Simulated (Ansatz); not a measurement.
Te (simple cubic): energy against volume

Level of theory: DFT, r2SCAN, plane waves (500 eV) with PAW, scalar-relativistic (Ansatz 0.2.0). (PAW data from PBE, frozen cores regenerated.)

The cell is scaled uniformly from the relaxed one, with fractional coordinates and shape fixed. Energies are extrapolated to zero smearing, pressures are those at the given smearing. Magnetic state: spin not included.

A Birch-Murnaghan fit gives V₀ = 32.38 Å³/atom, B₀ = 55 GPa, B₀′ = 4.8.

Question: What are the energy above the minimum and the pressure at 29.839 Å³/atom?

Answer: 39.9 meV/atom and 5.49 GPa as computed.

Question: What are the energy above the minimum and the pressure at 31.137 Å³/atom?

Answer: 8.8 meV/atom and 2.41 GPa as computed.

Question: What are the energy above the minimum and the pressure at 35.029 Å³/atom?

Answer: 31.8 meV/atom and -3.50 GPa as computed.
